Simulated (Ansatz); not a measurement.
Relaxed-ion elastic tensor of YAl3 (Cu3Au type, Pm-3m) in GPa (Voigt order), DFT-PBEsol in the program Ansatz with PAW potentials; density 3.76 g/cm³, 18.77 Å³ per atom.

```json
[
 {"": "1", "1": "170", "2": "38.2", "3": "38.2", "4": "0.0", "5": "0.0", "6": "0.0"},
 {"": "2", "1": "38.2", "2": "170", "3": "38.2", "4": "0.0", "5": "0.0", "6": "0.0"},
 {"": "3", "1": "38.2", "2": "38.2", "3": "170", "4": "0.0", "5": "0.0", "6": "0.0"},
 {"": "4", "1": "0.0", "2": "0.0", "3": "0.0", "4": "68.3", "5": "0.0", "6": "0.0"},
 {"": "5", "1": "0.0", "2": "0.0", "3": "0.0", "4": "0.0", "5": "68.3", "6": "0.0"},
 {"": "6", "1": "0.0", "2": "0.0", "3": "0.0", "4": "0.0", "5": "0.0", "6": "68.3"}
]
```

Q: Is the crystal mechanically stable?

A: Yes: the smallest eigenvalue of C is 68.3 GPa.

Q: Work out the Voigt, Reuss and Hill averages.

A: K_V = 82.1, K_R = 82.1, K_H = 82.1; G_V = 67.3, G_R = 67.3, G_H = 67.3 GPa.

Q: Give Young's modulus, Poisson's ratio, Pugh's ratio and the universal anisotropy index.

A: E = 9KG/(3K + G) = 159 GPa; ν = 0.18; K/G = 1.22 (brittle by the Pugh limit of 1.75); A_U = 5G_V/G_R + K_V/K_R − 6 = 0.00.

Q: Estimate the sound speeds and the Debye temperature.

A: v_l = √((K + 4G/3)/ρ) = 6760 m/s, v_t = √(G/ρ) = 4230 m/s, mean 4660 m/s; Θ = (h/k)(3n/4πV)^(1/3) v_m = 522 K.

Q: Give the Zener ratio and Young's modulus along [100], [110] and [111].

A: A = 2C44/(C11 − C12) = 1.04; 1/E = S11 − 2(S11 − S12 − S44/2)Γ with Γ = 0, 1/4, 1/3 gives 156, 159, 160 GPa.

Q: Solve the Christoffel equation for the three sound speeds along [100], [110], [111].

A: Eigenvalues of C_ijkl n_j n_l equal ρv². In km/s, slowest first: [100] 4.26, 4.26, 6.73; [110] 4.19, 4.26, 6.77; [111] 4.21, 4.21, 6.79.

The first step of the workflow began from a Materials Project structure, measured or hypothetical; the Crystallography Open Database copy checked does not list it. Whether it is the stable phase at ambient conditions was not checked. Symmetry was held in the PBEsol relaxation; whether a distortion lowers the energy is not shown. The run is not spin-polarised. As this level gives no gap, shear constants depend on the k-mesh and smearing (Fermi–Dirac, 0.1 eV here).

Potentials: the later of the program's two PAW sets.
